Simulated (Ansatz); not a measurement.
W (bcc, W type)

```
CELL_PARAMETERS angstrom
     -1.59176     1.59176     1.59176
      1.59176    -1.59176     1.59176
      1.59176     1.59176    -1.59176
ATOMIC_POSITIONS crystal
  W  0.00000 0.00000 0.00000
```

Equation-of-state scan: isotropic scaling of the cell above, V₀ being its volume. Symmetry pins the atoms to their sites.

Method: PBE (plane waves to 420 eV, PAW, scalar-relativistic; Ansatz, a first-principles code). k mesh 20×20×20 (Γ-centred), Fermi-Dirac smearing 0.05 eV. E stands for the smeared free energy. Compression counts positive. Spin-orbit coupling is left out, though W is heavy. W is run without spin polarisation. W was relaxed with its symmetry unable to fall. The zero of ΔE is the relaxed starting cell. The last digit holds for this mesh only.

```tsv
V (Å³/atom)	ΔE (meV/atom)
13.551	527.2
14.067	317.3
14.583	168.1
15.100	withheld
15.616	16.6
16.132	0.0
16.648	14.9
17.165	56.4
17.681	120.2
18.197	203.0
18.713	301.6
```

Problem. Fit a third-order Birch-Murnaghan form (E₀, V₀, B₀, B₀′ free) to the given rows and predict ΔE at V = 15.100.

Solution. Least squares on the 10 given rows: ΔE = E₀ + (9V₀B₀/16)·y²·[2 + (B₀′ − 4)y], y = (V₀/V)^(2/3) − 1, with V₀ = 16.134 Å³/atom, B₀ = 302.8 GPa (160.2 GPa = 1 eV/Å³; the term in eV is multiplied by 1000), B₀′ = 4.16, E₀ = 0.28 meV/atom; root-mean-square residual 0.25 meV/atom. At 15.100 the fit gives 70.4 meV/atom; the calculation gives 70.5 meV/atom, so the interpolation is off by -0.1 (-0.1 %). For the pressure the fit gives 23.0 GPa against the computed 23.1 GPa.

(A scan under strain: stresses follow from slopes of the energy per volume, elastic moduli from its curvatures.)
